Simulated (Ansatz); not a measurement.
The elements of this relaxed trial sheet are hidden behind letters. Only a and b repeat, and vacuum parts the sheet from its images along c.

```
lattice vectors (Å)
   3.9992    0.0000    0.0000
  -1.9996    3.4634    0.0000
   0.0000    0.0000   30.4067
fractional positions
X 0.3333 0.6667 0.3251
X 0.6667 0.3333 0.2605
Z 0.6667 0.3333 0.3501
Q 0.3333 0.6667 0.2424
```

Level of theory: Ansatz, DFT PBE, scalar-relativistic, plane waves, PAW. Plane waves to 420 eV, a 12×12×1 mesh through Γ for the 4-atom cell and 0.02 eV Gaussian smearing; no spin polarisation.

- Layer group: p3m1 (No. 69)
- In-plane cell: a = 3.999 Å, b = 3.999 Å, γ = 120.0°
- Area per atom: 3.46 Å²
- Thickness between the outermost nuclei: 3.27 Å
- Energy over the elements: −0.632 eV/atom
- Gap on the 12×12×1 mesh of the 4-atom cell: 1.75 eV

Energies are uncorrected and count from the elements' standard states at the same level.

Question: X is a d-block element of period 4, Z is a p-block element of period 4 and Q is a p-block element of period 3. Which elements are they?

Answer: X = Zn, Z = Se, Q = S, so the formula is Zn2SeS. Zn at height 2.52 Å has 3 Se at 2.43 Å and 1 S at 2.52 Å; Zn at height 0.55 Å has 3 S at 2.37 Å and 1 Se at 2.72 Å; Se at height 3.27 Å has 4 Zn at 2.43–2.72 Å. Other elements may fit the hints; this set was computed.

Kohn–Sham gaps at this level usually fall short of measured ones. Symmetry constrained the relaxation, so the result can be a saddle point.
